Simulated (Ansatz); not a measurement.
WS2 (fluorite, Fm-3m) under volume change, plane-wave PAW PBE (Ansatz code), scaled uniformly.

```tsv
V (Å³/atom)	E − E(relaxed) (meV/atom)	P (GPa)
15.344	76.9	17.78
15.850	(withheld)	(withheld)
16.356	(withheld)	(withheld)
16.862	0.0	0.00
17.368	6.7	-4.14
17.873	25.5	-7.68
18.379	54.7	-10.70
```

Q: What belongs in the gaps?

A: 
- 15.850, E − E(relaxed) (meV/atom): 32.0
- 15.850, P (GPa): 10.80
- 16.356, E − E(relaxed) (meV/atom): 7.5
- 16.356, P (GPa): 4.90

Q: What does a third-order Birch–Murnaghan fit give for V₀, B₀ and B′?

A: V₀ = 16.86 Å³/atom, B₀ = 151 GPa, B′ = 4.6.

The cell is a constructed one: a structure type filled with these elements; neither database checked (COD, Materials Project) lists it. It is not the phase usual at ambient conditions (space group No. 194). The PBE relaxation kept the symmetry of its start; its stability against distortions is not shown here. The run is not spin-polarised. Scalar-relativistic: spin–orbit coupling is off unless named, which matters more the heavier the elements.

Potentials: the later of the program's two PAW sets.
